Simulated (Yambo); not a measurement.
Absorption of LiC (space group Immm, No. 71) under isotropic strain of -1.5 % on all lattice vectors with and without the electron-hole interaction (Yambo, PBEsol bands; 8×8×8 mesh, 4 valence and 2 conduction bands, static screening with 24 bands and a 4 Ry block, scissor 2.30 eV, Tamm-Dancoff; field along x). Axes are Cartesian, with cell vectors (Å) (-1.76, 2.37, 2.61), (1.76, -2.37, 2.61), (1.76, 2.37, -2.61).

```csv
E (eV),"Im ε, BSE","Im ε, independent quasiparticles"
3.85,0.05,0.02
3.95,0.05,0.03
4.05,0.06,0.03
4.15,0.06,0.03
4.25,0.06,0.03
4.35,0.07,0.03
4.45,0.08,0.03
4.55,0.08,0.04
4.65,0.09,0.04
4.75,0.11,0.04
4.85,0.12,0.04
4.95,0.14,0.05
5.05,0.16,0.05
5.15,0.19,0.05
5.25,0.24,0.06
5.35,0.32,0.06
5.45,0.47,0.07
5.55,0.76,0.08
5.65,1.20,0.09
5.75,1.27,0.11
5.85,1.09,0.14
5.95,1.06,0.19
6.05,1.06,0.28
6.15,1.18,0.39
6.25,1.49,0.47
6.35,1.87,0.51
6.45,2.04,0.50
6.55,2.15,0.51
6.65,2.51,0.54
6.75,3.09,0.65
6.85,4.17,0.79
6.95,4.97,0.89
7.05,4.67,0.99
7.15,4.11,0.90
7.25,3.62,0.80
7.35,3.48,0.82
7.45,3.56,0.95
7.55,3.71,1.11
7.65,4.38,1.27
7.75,4.31,1.53
7.85,3.62,1.83
7.95,3.12,2.09
8.05,3.29,2.53
8.15,3.37,3.01
8.25,3.41,3.38
8.35,3.49,3.49
8.45,3.33,3.50
8.55,2.55,3.60
8.65,2.10,3.49
8.75,1.83,3.35
8.85,1.74,3.47
8.95,1.51,3.60
9.05,1.40,3.80
9.15,1.28,3.97
9.25,1.29,4.25
9.35,1.17,4.59
9.45,1.14,4.42
9.55,1.03,3.93
9.65,1.03,3.64
9.75,0.96,3.29
9.85,0.98,3.06
```

The scissor comes from a G0W0 run whose convergence isn't established. Broadening 0.15 eV. The band window holds all transitions up to 9.9 eV. Fine structure above the onset can come from the mesh.

Geometry strained from the cell relaxed with PBEsol, atoms relaxed again; primitive cell a = 3.9403 Å, b = 3.9403 Å, c = 3.9403 Å, α = 126.93°, β = 106.14°, γ = 96.95°.
